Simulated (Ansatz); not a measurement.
Two Ansatz runs on MnPt$_{3}$

The cell comes from COD entry 1523341, which wasn't checked; take it as a given geometry. The listed cell was then made from it by scaling, straining or moving an atom.

First run: DFT, r2SCAN, PAW with Ansatz's default frozen-core files, scalar-relativistic (Ansatz 0.2.0).

Command: `ansatz run input.yaml --threads 1 --pin off --max-ram 6144MiB --backend cpu --events-out ev --progress --plain --runs-dir out` The run took about 120 s on 1 thread of a shared machine.

```yaml
crystal:
  lattice:
    - [3.8606033671, 0.0, 0.0]
    - [0.0, 3.8606033671, 0.0]
    - [0.0, 0.0, 3.8606033671]
  atoms:
    - { symbol: Mn, position: [0.0, 0.0, 0.0], spin: 4.0 }
    - { symbol: Pt, position: [0.0, 0.5, 0.5] }
    - { symbol: Pt, position: [0.5, 0.0, 0.5] }
    - { symbol: Pt, position: [0.5, 0.5, 0.0] }
magnetization:
  spin_polarized: true
kpoints:
  mp_grid: { grid: [9, 9, 9] }
scf:
  occupations: { method: fermi_dirac, width: 0.05 }
hamiltonian:
  xc: r2scan
  pseudopotentials: { kind: paw }
output:
  forces: true
  stress: true
  efg: { contact_densities: true }
relax:
  f_tol: 0.005
  max_steps: 80
  cell: {}
```

Result: converged; relaxed volume 14.944 Å³/atom; moment 4.64 μB; 72 SCF iterations in all.

Spin–orbit coupling is left out, though it moves levels of the heavy atoms by tenths of an eV or more.

The input is then changed:

```diff
@@ -15,4 +15,5 @@
 scf:
   occupations: { method: fermi_dirac, width: 0.05 }
+  algorithm: density_mixing
 hamiltonian:
   xc: r2scan
@@ -22,4 +23,8 @@
   stress: true
   efg: { contact_densities: true }
+  write_density: true
+  write_potential: true
+  elf: true
+  volumetric_format: npy
 relax:
   f_tol: 0.005
```

Q: Predict the outcome of the changed run.

A: It converged; energy at zero smearing 0.0 meV/atom from the first run; relaxed volume 14.944 Å³/atom; moment 4.64 μB; 72 SCF iterations in all.

The results part of its log:

```
basis re-selected at this cell: Δ(F+E_penalty+E_count) = -1.432e-3 eV, ΔP = +0.020 GPa vs the last step (what re-selecting the basis moved, of the pressure what is left beyond the Pulay correction that the steps carried, after the strain that the cell walked since its last selection, with what the two solves' SCF thresholds leave and, on support functions, any second-order correction that the steps lacked; it is no measure of the basis error at this ecutwfc). This SCF's stress stands 2.02e-2 GPa from its target on what of the cell is left free (relax.cell.stress_tol is 5.00e-2 GPa) and its largest allowed force component is 2.53e-29 eV/Å (relax.f_tol is 5.00e-3 eV/Å): within both
SCF converged after 15 iterations
Stability not checked: this state was not tested for a lower state beside it, because the mixer in use, unlike msr1, does not test its closes by its own steps (another_mixer; see scf.mixing.algorithm and scf.lower_state_search)
Magnetization: 4.6388 μB (36.8194 up, 32.1806 down)
Absolute magnetization: 4.9846 μB (∫|ρ↑−ρ↓|, with the PAW one-centre terms)
Spin contamination: 0.2317 ħ² per cell (⟨S²⟩ above its minimum at these occupations)
Per-site moments (μB) at R_I (Å): [(4.076586991334774, 1.14046918171956), (0.2027051279760334, 1.14046918171956), (0.20270512797603427, 1.14046918171956), (0.20270512797603354, 1.14046918171956)]
Free energy (F): -41516.445200 eV
Harris-Foulkes:  -41516.445200 eV  (|F-HF|=0.00e0)
Internal energy: -41516.426661 eV  (E = F + TS)
E sigma→0 (E₀):  -41516.435930 eV
Entropy (-TS):   -0.018539 eV (-4.635 meV/atom)
Fermi energy:    21.037320 eV
--- Per-component energies (eV) ---
  E_band       = -715.862229
  E_kinetic    = 2215.462062
  E_local      = -6316.067151  (includes V_loc(G=0)·N_el)
  E_nonlocal   = 855.222754
  E_hartree    = 2421.984659
  E_xc         = -860.327276
  E_vxc        = -1174.963640  (∫ρ·V_xc dr)
  E_paw        = -29754.957641  (= ΣΔE_a)
  E_vpaw       = -1215.668754  (= ΣTr[D̂ρ^β])
  E_aug_tail   = 0.000439  (compensation charges beyond the density's cutoff)
  E_vtau       = 76.182776  (kinetic-family band-sum trace: ∫τ·v_τ [+ j·A + Jᵃ·Aᵃ] dr)
  E_ewald      = -10076.766980
  E_core_change = -0.977526  (= ΣΔE_core)
  E_smearing   = -0.018539  (= −TS)
  E_closure    = 0.000000  (closes the sum)
  Σ components = -41516.445200   (vs F -41516.445200, Δ=0.00e0)
--- Forces (eV/Å), atoms counted from 1 ---
  atom   1  Mn    -0.00000000     0.00000000     0.00000000
  atom   2  Pt     0.00000000    -0.00000000     0.00000000
  atom   3  Pt     0.00000000    -0.00000000     0.00000000
  atom   4  Pt     0.00000000     0.00000000     0.00000000
  max |Σ_I F_I| component: 4.18e-29 eV/Å
--- Stress (GPa, compression-positive) ---
       -0.020236       0.000000      -0.000000
        0.000000      -0.020236      -0.000000
       -0.000000      -0.000000      -0.020236
  P = ⅓ Tr σ = -0.0202 GPa (-0.202 kbar)
--- PAW observables at the nuclei: V_zz in 10²¹ V/m², potentials from the cell's mean, atoms counted from 1 ---
  atom   1  Mn V_zz =    +0.000000   η = 0.0000   by run symmetry: forbidden
            electrostatic potential = -3043.958956 V   contact ρ = 87699.058606 e/Å³   contact ρ_s (e/Å³): all electrons -2.343550, valence +6.747359
  atom   2  Pt V_zz =    -2.262958   η = 0.0000   by run symmetry: allowed
            electrostatic potential = -16126.132634 V   contact ρ = 12079192.373168 e/Å³   contact ρ_s (e/Å³): all electrons -14.063210, valence -13.340237
  atom   3  Pt V_zz =    -2.262958   η = 0.0000   by run symmetry: allowed
            electrostatic potential = -16126.132634 V   contact ρ = 12079192.373168 e/Å³   contact ρ_s (e/Å³): all electrons -14.063210, valence -13.340237
  atom   4  Pt V_zz =    -2.262958   η = 0.0000   by run symmetry: allowed
            electrostatic potential = -16126.132634 V   contact ρ = 12079192.373168 e/Å³   contact ρ_s (e/Å³): all electrons -14.063210, valence -13.340237
--- Band table (eV; the first three rows and the last of 70) ---
  k-point 0 ↑: bands = ["-79.4877", "-79.4481", "-79.4481", "-63.7301", "-33.3081", "-33.3081", "-33.3081", "-33.0558", "-33.0558", "-33.0558", "-32.9530", "-32.9530", "-32.9530", "-31.1995", "-31.1995", "-31.1995", "11.0957", "13.9309", "14.4330", "14.4330", "14.6572", "14.6572", "14.6572", "17.4086", "17.4086", "17.4086", "19.0224", "19.0224", "20.3858", "20.3858", "20.4398", "20.4398", "20.4398", "21.0559", "21.5821", "21.5821", "21.5821", "22.9749", "22.9749", "22.9749", "29.7259", "29.7259", "31.5227", "32.6151"]
  k-point 1 ↑: bands = ["-79.4866", "-79.4492", "-79.4481", "-63.7301", "-33.3020", "-33.3020", "-33.2977", "-33.0575", "-33.0575", "-33.0562", "-32.9638", "-32.9572", "-32.9572", "-31.2007", "-31.2000", "-31.2000", "11.2617", "14.0370", "14.4868", "14.5602", "14.7188", "14.7545", "14.7545", "17.3168", "17.4788", "17.4788", "18.9377", "19.0501", "20.0390", "20.0390", "20.2239", "20.3364", "20.4352", "20.9139", "21.0328", "21.0328", "21.5825", "22.1917", "23.8473", "23.8473", "29.6405", "29.9700", "31.8818", "32.6691"]
  k-point 2 ↑: bands = ["-79.4836", "-79.4522", "-79.4481", "-63.7301", "-33.2853", "-33.2853", "-33.2679", "-33.0633", "-33.0633", "-33.0573", "-32.9947", "-32.9676", "-32.9676", "-31.2036", "-31.2012", "-31.2012", "11.7440", "14.3217", "14.6254", "14.8963", "14.9191", "15.0440", "15.0440", "17.0634", "17.6874", "17.6874", "18.7032", "19.0718", "19.0718", "19.1255", "19.7766", "20.1452", "20.3864", "20.3864", "20.4245", "20.5698", "20.6208", "21.5835", "25.2885", "25.2885", "29.4183", "29.6357", "32.2411", "32.2411"]
  k-point 34 ↓: bands = ["-79.2876", "-79.2864", "-79.2864", "-58.0061", "-33.2215", "-33.0173", "-33.0164", "-33.0164", "-32.7804", "-32.7804", "-32.7146", "-32.7146", "-32.7136", "-25.5097", "-25.5094", "-25.5094", "14.2404", "14.3728", "14.3728", "14.4263", "17.2215", "17.2215", "17.3467", "17.9901", "18.2377", "18.2377", "18.9663", "18.9663", "20.1927", "20.2072", "20.2072", "20.7993", "21.4419", "21.9432", "21.9432", "23.6368", "23.6368", "23.9673", "24.3219", "24.3219", "27.5717", "27.5717", "28.0037", "30.3716"]
--- Relaxed structure (4 steps of the walk, 3 accepted, 1 SCFs on fresh bases) ---
  F+E_penalty+E_count = -41516.44519961 eV   max|allowed force component| = 2.531e-29 eV/Å   (the final SCF, on the basis selected at the relaxed cell)
  cell:  # Å, volume = 59.7756 Å³
    - [3.909980567894176, 1.2839532962581572e-34, -3.851859888774472e-34]
    - [3.851859888774472e-34, 3.909980567894176, 0.0]
    - [-5.135813185032629e-34, 0.0, 3.909980567894176]
  atoms:
    - { symbol: Mn, position: [-4.932995614952958e-47, 4.726223343667504e-48, -4.2536010093007543e-48] }
    - { symbol: Pt, position: [-1.625040943736055e-47, 0.5, 0.5] }
    - { symbol: Pt, position: [0.5, -9.830695880190105e-47, 0.5] }
    - { symbol: Pt, position: [0.5, 0.5, -2.504915086298406e-47] }
```
